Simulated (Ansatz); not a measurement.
Computed with DFT PBE, scalar-relativistic, plane waves, PAW in Ansatz 0.2.0. Settings: cutoff 420 eV, Γ-centred meshes spaced at most about 0.3 Å⁻¹, and about 0.25 Å⁻¹ or finer for metals (2π included), Gaussian smearing. No spin polarisation in the final relaxations.

These are static total energies at zero pressure.

Compare these two cells of Ti2B, each relaxed at this level.

1.

```cif
data_structure
_symmetry_space_group_name_H-M 'R-3m:H'
_symmetry_Int_Tables_number 166
_cell_length_a 3.1531
_cell_length_b 3.1531
_cell_length_c 15.9047
_cell_angle_alpha 90.000
_cell_angle_beta 90.000
_cell_angle_gamma 120.000
_cell_volume 136.94
loop_
_atom_site_label
_atom_site_type_symbol
_atom_site_symmetry_multiplicity
_atom_site_Wyckoff_symbol
_atom_site_fract_x
_atom_site_fract_y
_atom_site_fract_z
_atom_site_occupancy
Ti1 Ti 6 c 0.33333 0.66667 0.75831 1
B1 B 3 b 0.66667 0.33333 0.83333 1
```

2.

```cif
data_structure
_symmetry_space_group_name_H-M 'P6/mmm'
_symmetry_Int_Tables_number 191
_cell_length_a 5.5750
_cell_length_b 5.5750
_cell_length_c 3.1552
_cell_angle_alpha 90.000
_cell_angle_beta 90.000
_cell_angle_gamma 120.000
_cell_volume 84.93
loop_
_atom_site_label
_atom_site_type_symbol
_atom_site_symmetry_multiplicity
_atom_site_Wyckoff_symbol
_atom_site_fract_x
_atom_site_fract_y
_atom_site_fract_z
_atom_site_occupancy
Ti1 Ti 3 f 0.50000 0.00000 0.00000 1
Ti2 Ti 1 b 0.00000 0.00000 0.50000 1
B1 B 2 d 0.33333 0.66667 0.50000 1
```

Question: Which form is favoured at zero pressure, and by what margin per atom?

Answer: Cell 2 is lower, by 37 meV/atom. Cell 1 has space group R-3m (No. 166), 15.2 Å³/atom and no gap on its mesh; cell 2 has space group P6/mmm (No. 191), 14.2 Å³/atom and no gap. Counting B atoms around Ti (those within 1.25 times the shortest such distance or 1.15 times the sum of covalent radii; the shortest distance is added where it exceeds 1.18 times the sum of covalent radii; a slash parts the counts of unlike sites), cell 1 has Ti 3 and cell 2 has Ti 4/6 from 3.2 Å. The denser one is the lower, and pressure would at first widen the difference. In cell 1, Ti has 3 B at 2.18 Å and 10 Ti at 2.92–3.15 Å; around B lie 6 Ti at 2.18 Å. In cell 2, Ti on a site of symmetry mmm is surrounded by 4 B at 2.25 Å, 4 Ti at 2.79 Å and 6 Ti at 3.16–3.20 Å; Ti on a site of symmetry 6/mmm is surrounded by 14 Ti at 3.16–3.20 Å and 6 B at 3.22 Å; around B lie 6 Ti at 2.25 Å, 5 B at 3.16–3.22 Å and 3 Ti at 3.22 Å. Both come from invented guesses. A third cell relaxed alike, in I4/mcm (a Materials Project cell), lies 216 meV/atom below the lower of the two.

Cells relaxed within their symmetry can be saddle points.
